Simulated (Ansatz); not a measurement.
GeAsAu:
Space group C2 (No. 5); a = 7.5148 Å, b = 6.2646 Å, c = 6.3391 Å, α = 90.00°, β = 118.86°, γ = 90.00°

```csv
atom,site,symmetry,x,y,z
Ge,4c,1,0.1857,0.6211,0.0789
As,4c,1,0.1853,0.3772,0.5850
Au,4c,1,0.2487,0.2517,0.2469
```
(The calculation used a cell of 6 atoms; values per cell refer to that cell.)

Relaxed with r²SCAN.

**Question.** Tabulate the valence density and the electron localisation function along the shortest Ge–As contact (2.46 Å), the program Ansatz at the r²SCAN level (PAW).

**Answer.** 

```tsv
distance from Ge (Å)	density (e/Å³)	ELF
0.25	28.26	0.01
0.37	12.63	0.03
0.49	4.81	0.10
0.62	1.95	0.22
0.74	1.01	0.34
0.86	0.67	0.43
0.98	0.56	0.54
1.11	0.53	0.69
1.23	0.53	0.79
1.35	0.58	0.80
1.48	0.68	0.78
1.60	0.86	0.73
1.72	1.40	0.66
1.85	2.89	0.54
1.97	6.42	0.37
2.09	12.96	0.22
2.22	21.96	0.17
```

The density is the valence pseudo-density with augmentation charge, so density and ELF within about 1 Å of a nucleus are not all-electron values.

The workflow started from a Materials Project entry (that database holds measured and hypothetical structures alike); the Crystallography Open Database copy checked does not list it. With Ge and As taken as one species the cell has the higher symmetry C2/c, so it may be an ordered model of a mixed-site phase. Whether it is the stable phase at ambient conditions was not checked. The cell was relaxed with r²SCAN under the symmetry of its start; its stability against distortions is not shown here. Scalar-relativistic: spin–orbit coupling is off unless named, which matters more the heavier the elements.

Potentials: the later of the program's two PAW sets.
